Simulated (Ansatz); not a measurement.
An Ansatz (a program for electronic structure) run. Input:

Ansatz 0.2 input:
```yaml
crystal:
  lattice:
    - [3.259819127, 0.0, 0.0]
    - [-1.6299095635, 2.8230861757, 0.0]
    - [0.0, 0.0, 10.3459430443]
  atoms:
    - { symbol: Ga, position: [0.3333333333, 0.6666666667, 0.0124227111] }
    - { symbol: N, position: [0.3333333333, 0.6666666667, 0.1879243503] }
    - { symbol: Zn, position: [0.6666666667, 0.3333333333, 0.2457526348] }
    - { symbol: O, position: [0.6666666667, 0.3333333333, 0.4460463665] }
    - { symbol: Zn, position: [0.3333333333, 0.6666666667, 0.4911543241] }
    - { symbol: O, position: [0.3333333333, 0.6666666667, 0.6920178818] }
    - { symbol: Zn, position: [0.6666666667, 0.3333333333, 0.7356069264] }
    - { symbol: O, position: [0.6666666667, 0.3333333333, 0.9387788052] }
kpoints:
  mp_grid: { grid: [14, 14, 4] }
hamiltonian:
  xc: r2scan
  pseudopotentials: { azcp: { folder: ./paw }, kind: paw }
scf:
  occupations: { method: gaussian, width: 0.05 }
checkpoint: { read: metal.run }
output: { write_density: true, elf: true, volumetric_format: npy }
basis: { fft_grid_basis: typed }
```

Output (shortened):

```
Pseudopotential: Ga, paw, valence charge 13
Pseudopotential: N, paw, valence charge 5
Pseudopotential: Zn, paw, valence charge 12
Pseudopotential: O, paw, valence charge 6
Functional definition: r2SCAN
Crystal: 8 atoms, lattice volume = 95.211 Å³
Basis set: ecut = 500 eV, 2395 PW (Γ), exchange–correlation on 96×96×320 points (64 copies of the dense FFT grid, shifted against one another)
Bands: 52, of which v1, the nominal top of the filled ones, is band 36 counted from 1 (35 counted from 0)
Symmetry: 6 space group operations
Space group: P3m1 (ITA 156), of the structure as read, at distance tolerance 4.6e-5 Å
k-points: 88 of 784 (time reversal used)
Stability of the state it starts from, as read at its close in the unpolarized treatment …
iter 1 solved again at ethr=8.01e-8 eV; its pass at ethr=3.10e-3 eV (dr2=5.77e-5 eV) is discarded
SCF iter   1: F=—  HF=-15859.890913 eV  |F-HF|=—  |Δ(HF+E_count)|=         —  Δρ=9.56e-7  dr2=5.12e-10  dr2_τ=4.22e-11  ethr=8.01e-8  ⟨swp⟩=3.4  Hψ=35292  notcnv=0
preconditioner: auto → LDOS
SCF iter   2: F=-15859.890913 eV  HF=-15859.890913 eV  |F-HF|=2.17e-9  |Δ(HF+E_count)|=   6.26e-8  Δρ=2.02e-6  dr2=2.47e-9  dr2_τ=2.10e-10  ethr=1.00e-12  ⟨swp⟩=7.5  Hψ=18376  notcnv=0
SCF 1 converged in 2 iterations: F = -15859.890913 eV  dr2 = 2.47e-9
SCF converged after 2 iterations
Free energy (F): -15859.890913 eV
Harris-Foulkes:  -15859.890913 eV  (|F-HF|=2.17e-9)
Internal energy: -15859.889617 eV  (E = F + TS)
E sigma→0 (E₀):  -15859.890265 eV
Entropy (-TS):   -0.001296 eV (-0.162 meV/atom)
Fermi energy:    9.177871 eV
--- Per-component energies (eV) ---
  E_band       = 35.988632
  E_kinetic    = 1184.114667
  E_local      = -8157.138981  (includes V_loc(G=0)·N_el)
  E_nonlocal   = 2593.965084
  E_hartree    = 3439.563345
  E_xc         = -535.954430
  E_vxc        = -596.920106  (∫ρ·V_xc dr)
  E_paw        = -8388.461451  (= ΣΔE_a)
  E_vpaw       = -1901.850003  (= ΣTr[D̂ρ^β])
  E_aug_tail   = 0.000940  (compensation charges beyond the density's cutoff)
  E_vtau       = 34.687881  (kinetic-family band-sum trace: ∫τ·v_τ [+ j·A + Jᵃ·Aᵃ] dr)
  E_ewald      = -5994.652488
  E_core_change = -1.326304  (= ΣΔE_core)
  E_smearing   = -0.001296  (= −TS)
  E_closure    = 0.000000  (closes the sum)
  Σ components = -15859.890913   (vs F -15859.890913, Δ=0.00e0)
  [band-id]    e_kinetic+e_local+e_nonlocal+2·e_hartree+e_vxc+e_vpaw+e_augmentation_tail+e_vtau = 35.986173   (vs E_band 35.988632, Δ=-2.46e-3)
--- Band table (eV; the first three rows and the last of 88) ---
  k-point 0: bands = ["-13.0119", "-11.8310", "-11.1896", "-7.9282", "-7.2483", "-7.2483", "-6.9935", "-6.9935", "-5.9078", "0.8659", "0.9773", "0.9773", "1.4503", "1.5606", "1.5606", "1.9454", "2.3110", "2.3110", "2.6371", "2.6371", "2.7229", "2.9635", …
  k-point 1: bands = ["-13.0118", "-11.8317", "-11.1890", "-7.9279", "-7.2483", "-7.2483", "-6.9935", "-6.9935", "-5.9082", "0.8490", "0.9773", "0.9773", "1.4352", "1.5607", "1.5607", "1.9728", "2.3109", "2.3109", "2.6364", "2.6364", "2.8230", "2.9647", …
  k-point 2: bands = ["-13.0116", "-11.8324", "-11.1884", "-7.9277", "-7.2483", "-7.2483", "-6.9935", "-6.9935", "-5.9085", "0.8326", "0.9773", "0.9773", "1.4228", "1.5608", "1.5608", "1.9951", "2.3107", "2.3107", "2.6356", "2.6356", "2.9597", "2.9658", …
  k-point 87: bands = ["-12.5373", "-11.2969", "-10.7466", "-7.6810", "-7.1292", "-7.0713", "-7.0468", "-6.6965", "-5.1211", "0.3843", "1.3582", "1.4777", "1.6628", "1.7012", "1.8030", "2.0334", "2.1894", "2.3019", "2.4552", "2.7510", "2.8861", "2.9187", …
```

Cost: roughly 50 core-seconds on shared cores.

The start of the workflow was typed in or built on a structure type; neither database checked (COD, Materials Project) lists it. Whether it is the stable phase at ambient conditions was not checked. The cell was relaxed with r²SCAN under the symmetry of its start; its stability against distortions is not shown here. Spin–orbit coupling is left out wherever it is not named.

Potentials: the earlier of the program's two PAW sets.

Ansatz is a plane-wave DFT program.
